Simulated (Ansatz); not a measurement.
NaFeO2-type KPmSe₂

The computed numbers are results of PBE, scalar-relativistic (collinear spin) in the plane-wave PAW code Ansatz at 600 eV, 10×10×10 k-mesh, Gaussian smearing of 0.05 eV. The datasets are Ansatz's generated set soft_2.

```
CELL_PARAMETERS angstrom
2.17312 1.25465 7.65728
-2.17312 1.25465 7.65728
0.00000 -2.50930 7.65728
ATOMIC_POSITIONS crystal
K 0.50000 0.50000 0.50000
Pm 0.00000 0.00000 0.00000
Se 0.26411 0.26411 0.26411
Se 0.73589 0.73589 0.73589
```

This is a trial structure made by placing the elements on a prototype's sites, so it needn't be the stable form.

Magnetic state: ferromagnetic, site spin moments Pm 4.16; Se -0.10 μB.

The cell is relaxed to zero pressure at this level.

Path: Γ–T–H2 | H0–L–Γ–S0 | S2–F–Γ, with Γ = (0.000, 0.000, 0.000), T = (0.500, 0.500, 0.500), H2 = (0.815, 0.185, 0.500), H0 = (0.500, -0.185, 0.185), L = (0.500, 0.000, 0.000), S0 = (0.342, -0.342, 0.000), S2 = (0.658, 0.000, 0.342), F = (0.500, 0.000, 0.500) in reciprocal vectors of the calculation's cell.

Problem. Is it a metal or an insulator, and if it has a gap, where are the band edges on this path?

Solution. An insulator with a gap of 0.42 eV on the path, the valence band topping between L and Γ and the conduction band bottoming at L; the smallest direct gap is 0.53 eV.

Levels between -5 and 3 eV from the Fermi level at the path's named points:
| point | spin | below E_F (eV) | above E_F (eV) |
| --- | --- | --- | --- |
| Γ | up | -2.87 -1.69 -1.69 -1.19 -1.00 -1.00 -0.80 -0.31 -0.31 -0.23 | 0.49 0.76 0.76 2.95 |
| Γ | down | -2.86 -1.66 -1.66 -0.66 -0.41 -0.41 | 2.09 2.29 2.29 2.85 2.91 2.91 |
| T | up | -2.43 -1.64 -1.64 -1.64 -1.03 -1.03 -0.80 -0.45 -0.35 -0.35 | 0.24 0.70 0.70 |
| T | down | -2.41 -1.61 -1.61 -1.46 -0.51 -0.51 | 2.01 2.28 2.28 2.85 2.89 2.89 2.94 |
| H2 and H0 | up | -2.30 -2.13 -1.93 -1.43 -1.41 -1.22 -0.81 -0.69 -0.64 -0.61 | 0.22 0.23 0.23 |
| H2 and H0 | down | -2.25 -2.10 -1.89 -1.40 -1.35 -1.10 | 2.03 2.03 2.10 2.60 2.80 2.83 2.83 |
| L | up | -2.76 -1.92 -1.54 -1.49 -1.40 -1.20 -0.75 -0.74 -0.59 -0.45 | 0.22 0.22 0.42 2.36 |
| L | down | -2.73 -1.88 -1.54 -1.47 -1.21 -0.91 | 2.03 2.10 2.15 2.71 2.78 2.79 2.83 2.84 |
| S0 and S2 | up | -2.30 -2.11 -1.96 -1.42 -1.42 -1.23 -0.82 -0.67 -0.66 -0.62 | 0.22 0.23 0.23 |
| S0 and S2 | down | -2.25 -2.07 -1.93 -1.37 -1.37 -1.11 | 2.03 2.03 2.10 2.60 2.80 2.83 2.83 |
| F | up | -2.96 -1.84 -1.54 -1.49 -1.26 -1.18 -0.74 -0.74 -0.56 -0.30 | 0.22 0.24 0.43 1.95 |
| F | down | -2.94 -1.81 -1.52 -1.49 -0.93 -0.85 | 2.02 2.11 2.15 2.23 2.79 2.81 2.84 2.89 |

Formal charges K⁺, Pm³⁺, Se²⁻ leave Pm³⁺ with an open 4f⁴ shell. A part-filled shell gives a gap only if something splits it: here exchange and the crystal field leave a filled sub-band, and the gap is 0.42 eV.

Within 0.6 eV of the edges the projected states are 68 % Pm 4f at the top of the valence band and 89 % Pm 4f at the bottom of the conduction band. Without a U the empty f levels lie too low, so this edge is partly the functional's doing; with a U it could pass to the Pm d band and the gap widen.

Semilocal functionals without a U place occupied f levels too high and empty ones too low, so gaps that touch them come out too small. Scalar-relativistic only: spin–orbit splittings of the heavy atoms' levels are missing. Site moments are of spin, integrated over atomic spheres. Only parallel moments were tried, so the real magnetic order may be another.

The open shells may stand above their lowest state, and forces and pressures are less sure for it.
